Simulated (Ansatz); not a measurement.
The elements of this relaxed trial crystal are hidden behind letters.

```
lattice vectors (Å)
   4.0477    0.0000    0.0000
  -2.0239    3.5054    0.0000
   0.0000    0.0000   19.9903
fractional positions
X 0.3333 0.6667 0.3329
X 0.6667 0.3333 0.8329
Z 0.3333 0.6667 0.6669
Z 0.3333 0.6667 0.0000
Z 0.6667 0.3333 0.1669
Z 0.6667 0.3333 0.5000
Q 0.3333 0.6667 0.1248
Q 0.3333 0.6667 0.4576
Q 0.3333 0.6667 0.7918
Q 0.6667 0.3333 0.2918
Q 0.6667 0.3333 0.6248
Q 0.6667 0.3333 0.9576
```

These are results of DFT PBE, scalar-relativistic, plane waves, PAW in Ansatz 0.2.0, not measurements. The final run on the 12-atom cell used 420 eV, a Γ-centred 12×12×2 mesh, 0.02 eV smearing and no spin polarisation.

| Property | Result |
| --- | --- |
| Space group | P6_3mc (No. 186) |
| Conventional cell | a = 4.048 Å, c = 19.990 Å |
| Volume per atom | 23.64 Å³ |
| Density | 4.58 g/cm³ |
| Formation energy | −0.386 eV/atom |
| Gap on the 12×12×2 mesh of the 12-atom cell | 0.52 eV |

Energies are uncorrected and count from the elements' standard states at the same level.

Q: X is a p-block element of period 3, Z is a p-block element of period 4 and Q is a p-block element of period 4. Which elements are they?

A: X = Al, Z = Ga, Q = As, so the formula is AlGa2As3. Density times volume gives a mean mass of 4.58 × 23.64/1.6605 = 65.2 u per atom, and this set has 65.2 u. Around Al lie 4 As at 2.48–2.49 Å; around Ga on its first site lie 4 As at 2.48–2.50 Å; around As on its first site lie 4 Ga at 2.48–2.50 Å; 3 more sites not described. Other sets within the hints have nearly the same mass, so mass alone doesn't settle it; this one was computed.

Kohn–Sham gaps at this level usually fall short of measured ones. Symmetry constrained the relaxation, so the result can be a saddle point.
